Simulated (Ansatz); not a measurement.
InP:
```yaml
crystal:
  lattice:
    - [4.13847, 0.00000, 0.00000]
    - [-2.06923, 3.58402, 0.00000]
    - [0.00000, 0.00000, 9.35034]
  atoms:
    - { symbol: In, position: [0.50057, 0.00000, 0.66667] }
    - { symbol: In, position: [0.00000, 0.50057, 0.33333] }
    - { symbol: In, position: [0.49943, 0.49943, 0.00000] }
    - { symbol: P, position: [0.50030, 0.00000, 0.16667] }
    - { symbol: P, position: [0.00000, 0.50030, 0.83333] }
    - { symbol: P, position: [0.49970, 0.49970, 0.50000] }
```

Relaxed with r²SCAN.

### Question
Map the electron localisation function on the plane through (0.000, 0.501, 0.333) spanned by u = [1, 0, 0] and v = [0, 0, 1] in lattice vectors, from the program Ansatz at the r²SCAN level (PAW).

### Answer
x is the fraction of u, y of v (the angle between them is 90°; rows are the nearest grid lines); atoms in the plane: In at (0.00, 0.00), In at (0.50, 0.67), P at (0.00, 0.50), P at (0.50, 0.17).
```
|0001222333333332221000|
|0012322110000112232100|
|2222221100000011222222|
|2222221110000011222222|
|1111111221111111111111|
|0001112222222222111000|
|0001122222222222211000|
|1111222210000122221111|
|5554322200000022234555|
|9999852222112222589999|
|8899984222222224899988|
|0038998642222468998300|
|0016887531111357886100|
|8888765210000124678888|
|9888653100000013568889|
|5543211111221111123455|
|1000113467777643110001|
|0001357888888887531000|
|0012567886556887652100|
|1135789830000389875311|
|2224699984114899964222|
|2222247999999997422222|
|0012224788888874222100|
|0001222333333332221000|
```
Scale: ten equal steps from 0.000 (start of '0') to 0.885 (end of '9'), in the order '0123456789'; x runs from 0.000 to 1.00, y from 0.000 (bottom) to 1.00 (top).

The density is the valence pseudo-density with augmentation charge, so density and ELF within about 1 Å of a nucleus are not all-electron values.

Space group P6_222. The start of the workflow was typed in or built on a structure type; neither database checked (COD, Materials Project) lists it. It is not the phase usual at ambient conditions (space group No. 216). The r²SCAN relaxation kept the symmetry of its start; whether a distortion lowers the energy is not shown.

Potentials: the later of the program's two PAW sets.
